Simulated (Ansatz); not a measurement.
# Structure search: one KRu candidate

Computed with DFT PBE, scalar-relativistic, plane waves, PAW (Ansatz 0.2.0). Cutoff 420 eV, Gaussian smearing, Γ-centred meshes. Cell and atoms relax first on a coarse mesh and then on a finer one. In between, the cell is made exact in the group found at 0.06 Å. In metals the finer mesh still leaves noise of several meV/atom or more. The steps can't lower the symmetry of their start. No spin polarisation in the relaxation; trial moments died out in a coarse test.

The guess for KRu was made by a generator: close-packed layers stacked AB (P-6m2, No. 187) (elements of the layers in order: Ru K). Lengths were set from tabulated atomic sizes, so they are only a guess.

```xyz
2
Lattice="4.0499 0.0000 0.0000 -2.0250 3.5073 0.0000 0.0000 0.0000 5.7727" Properties=species:S:1:pos:R:3 pbc="T T T"
K     0.0000    2.3382    2.8863
Ru    0.0000    0.0000    0.0000
```

Formation energies are uncorrected and refer to the elements' standard structures at the same level.

Question: What does it relax into?

Answer: The symmetry stays P-6m2 (No. 187). The volume per atom shrinks by 51.7 %, from 41.0 to 19.8 Å³. The shortest distance goes from 3.71 Å (K–Ru) to 2.82 Å (K–K and Ru–Ru). The ratio c/a of the conventional cell changes by a factor of 1.43. The energy falls by about 1.2 eV/atom (the start's value is from the coarse mesh). Conventional cell: a = 2.821 Å, c = 5.747 Å. Around K lie 6 K at 2.82 Å and 6 Ru at 3.30 Å; Ru has 6 Ru at 2.82 Å and 6 K at 3.30 Å.

```
CELL_PARAMETERS angstrom
2.82142 0.00000 0.00000
-1.41071 2.44342 0.00000
0.00000 0.00000 5.74680
ATOMIC_POSITIONS crystal
K 0.33333 0.66667 0.50000
Ru 0.00000 0.00000 0.00000
```

Question: How does it come out in energy, and is it a metal?

Answer: The energy over the elements is +1.29 eV/atom. The gap on the 24×24×10 mesh of the 2-atom cell is 0 eV (a metal).

The separate elements lie lower, so it is unstable against them.

The last run used Gaussian smearing of 0.10 eV. Symmetry constrained the relaxation, so the result can be a saddle point.
